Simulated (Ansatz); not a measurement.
CsPbCl₃:
Space group Pm-3m (No. 221); a = 5.733 Å, b = 5.733 Å, c = 5.733 Å, α = 90.00°, β = 90.00°, γ = 90.00°

```tsv
atom	site	symmetry	x	y	z
Pb	1b	m-3m	0.5000	0.5000	0.5000
Cl	3c	4/mm.m	0.0000	0.5000	0.5000
Cs	1a	m-3m	0.0000	0.0000	0.0000
```

Relaxed with PBE. Plane-wave PAW PBE (Ansatz code) gives a gap of 2.21 eV.

Question: What gap does HSE06 give on the same cell (Ansatz, PAW)?

Answer: 2.90 eV, 0.69 eV more. The hybrid was solved on a coarser mesh and at special points; its gap is the smallest among all of these.

```json
[
 {"k": "Γ", "v1 PBE": "-2.05", "c1 PBE": "3.66", "v1 HSE06": "___", "c1 HSE06": "___"},
 {"k": "R", "v1 PBE": "0.00", "c1 PBE": "2.21", "v1 HSE06": "0.00", "c1 HSE06": "2.90"},
 {"k": "M", "v1 PBE": "-0.70", "c1 PBE": "2.71", "v1 HSE06": "___", "c1 HSE06": "___"},
 {"k": "X", "v1 PBE": "-1.44", "c1 PBE": "3.14", "v1 HSE06": "___", "c1 HSE06": "___"}
]
```

Question: Top valence (v1) and lowest conduction level (c1) in eV from each method's valence maximum (which need not be a listed point): supply the withheld HSE06 values.

Answer: 
- M, v1 HSE06: -0.82
- M, c1 HSE06: 3.43
- X, v1 HSE06: -1.71
- X, c1 HSE06: 3.88
- Γ, v1 HSE06: -2.60
- Γ, c1 HSE06: 4.39

Cost on shared cores: the PBE run (SCF on a 5×5×5 mesh, then bands and DOS) roughly 50 core-seconds, the HSE06 run (SCF on 3×3×3, then a few points) roughly 2.7 core-minutes; the tasks are unlike.

This is a known high-temperature phase of the composition, computed here at zero pressure and temperature. The PBE relaxation kept the symmetry of its start; phonons on a q-mesh show weakly imaginary modes. Scalar-relativistic: spin–orbit coupling is off unless named, which matters more the heavier the elements.

Potentials: the later of the program's two PAW sets.
